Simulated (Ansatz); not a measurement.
# Bi: two-dimensional strain map

These are results of DFT r2SCAN, scalar-relativistic, plane waves, PAW in Ansatz, not measurements. Settings: plane waves to 500 eV, k-mesh 18×18×18 (Γ-centred), Gaussian smearing 0.15 eV. Spin–orbit coupling is left out, which can shift energies with elements as heavy as these. No spin polarisation. Energies are free energies at this smearing, counted from the undisturbed cell; pressure is positive in compression.

Zero of the scan (as given, not relaxed at this level; it stands at 0.1 GPa; this bcc form isn't the usual structure):

```
Bi
1.0
    -1.98143    1.98143    1.98143
     1.98143   -1.98143    1.98143
     1.98143    1.98143   -1.98143
Bi
1
Direct
  0.00000 0.00000 0.00000
```

The cell is strained by p along both x and y and by q along z, fractional coordinates fixed. Points are written (p, q).

Energy above the undisturbed cell in meV/atom (a dash: not computed):

```
 p \ q  -0.030  0.000  0.030
-0.030    49.6   22.7    9.0
 0.000     6.1    0.0    4.9
 0.030     5.4   17.5      –
```

Pressure in GPa:

```
 p \ q  -0.030  0.000  0.030
-0.030     6.3    4.0    2.0
 0.000     1.9    0.1   -1.5
 0.030    -1.4   -2.8      –
```